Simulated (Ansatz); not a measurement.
Given:

AgRhO2:
```yaml
crystal:
  lattice:
    - [1.52675, 0.88147, 6.19183]
    - [-1.52675, 0.88147, 6.19183]
    - [0.00000, -1.76293, 6.19183]
  atoms:
    - { symbol: Ag, position: [0.00000, 0.00000, 0.00000] }
    - { symbol: Rh, position: [0.50000, 0.50000, 0.50000] }
    - { symbol: O, position: [0.88723, 0.88723, 0.88723] }
    - { symbol: O, position: [0.11277, 0.11277, 0.11277] }
```

This is the PBEsol-relaxed structure. Cartesian axes are those of the cell as given.

**Question.** All from the program Ansatz at the PBEsol level (PAW), unless another level is named. Estimate the Hill bulk and shear moduli.

**Answer.** 166 and 40.7 GPa.

**Question.** And the elastic constants (relaxed ions, GPa)?

**Answer.** C11 = 232, C12 = 104, C13 = 132, C14 = -5.4, C33 = 324, C44 = 19.4.

Space group R-3m. The first step of the workflow began from a Materials Project structure, measured or hypothetical; the Crystallography Open Database copy checked does not list it. Its standing as an ambient phase is unchecked. Symmetry was held in the PBEsol relaxation; whether a distortion lowers the energy is not shown. The run is not spin-polarised.

Potentials: the later of the program's two PAW sets.
